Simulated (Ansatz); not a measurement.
Hf$_{2}$Ge:
Space group I4/mcm (No. 140); a = 6.6096 Å, b = 6.6096 Å, c = 5.2720 Å, α = 90.00°, β = 90.00°, γ = 90.00°

```csv
atom,site,symmetry,x,y,z
Hf,8h,m.2m,0.1551,0.3449,0.0000
Ge,4a,422,0.0000,0.0000,0.2500
```
(The calculation used a cell of 6 atoms; values per cell refer to that cell.)

Relaxed with r²SCAN.

**Question.** Tabulate the valence density and the electron localisation function along the shortest Ge–Ge contact (2.64 Å), r²SCAN (plane waves, PAW; program Ansatz).

**Answer.** 

```tsv
distance from Ge (Å)	density (e/Å³)	ELF
0.26	25.55	0.01
0.40	10.33	0.04
0.53	3.64	0.12
0.66	1.47	0.24
0.79	0.77	0.32
0.92	0.51	0.35
1.05	0.40	0.40
1.19	0.35	0.46
1.32	0.34	0.49
1.45	0.35	0.46
1.58	0.40	0.40
1.71	0.51	0.35
1.85	0.77	0.32
1.98	1.47	0.24
2.11	3.64	0.12
2.24	10.33	0.04
2.37	25.55	0.01
```

The density is the valence pseudo-density with augmentation charge, so density and ELF within about 1 Å of a nucleus are not all-electron values.

The workflow started from a Materials Project entry (that database holds measured and hypothetical structures alike); the Crystallography Open Database copy checked does not list it. Its standing as an ambient phase is unchecked. Symmetry was held in the r²SCAN relaxation; whether a distortion lowers the energy is not shown. No spin polarisation was allowed. Spin–orbit coupling is left out wherever it is not named.

Potentials: the later of the program's two PAW sets.
